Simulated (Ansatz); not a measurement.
Fe:
```
CELL_PARAMETERS angstrom
     -1.40233     1.40233     1.40233
      1.40233    -1.40233     1.40233
      1.40233     1.40233    -1.40233
ATOMIC_POSITIONS crystal
  Fe 0.00000 0.00000 0.00000
```
Starting moments (μB, in the order of the atoms Fe): 2.2.

Relaxed with PBE+D3(BJ). Special points in fractions of this cell's reciprocal vectors: Γ (0.000, 0.000, 0.000); H (0.500, -0.500, 0.500); N (0.000, 0.000, 0.500); P (0.250, 0.250, 0.250).

### Question
List the band energies nearest the Fermi level at these points for the program Ansatz at the PBE+D3(BJ) level (PAW).

### Answer
In eV from the Fermi level; about four levels below and three above (degenerate sets whole), none deeper than 8.9 eV; … stands for higher levels left out; points with the same levels are listed once.

```
k                            below           above
---  -----------------------------  --------------
Γ ↑  -2.35 -2.35 -2.35 -1.09 -1.09               …
H ↑                    -5.06 -5.06  0.20 0.20 0.20
N ↑        -5.13 -3.50 -1.01 -0.89     0.42 0.49 …
P ↑  -3.35 -3.35 -3.35 -0.85 -0.85               …
Γ ↓        -8.56 -0.55 -0.55 -0.55               …
H ↓                    -3.29 -3.29  2.29 2.29 2.29
N ↓                    -3.91 -1.89  0.53 1.47 1.90
P ↓              -2.04 -2.04 -2.04     1.95 1.95 …
```

Space group Im-3m (bcc (W type)). Symmetry was held in the PBE+D3(BJ) relaxation. The final state is ferromagnetic, chosen from 3 collinear starts compared on coarse meshes (ties went to the first, and starts can fall back to one state), not a proven ground state. Textbook magnetic order: ferromagnetic. The pairwise dispersion correction was not fitted to metals.

Potentials: the later of the program's two PAW sets.
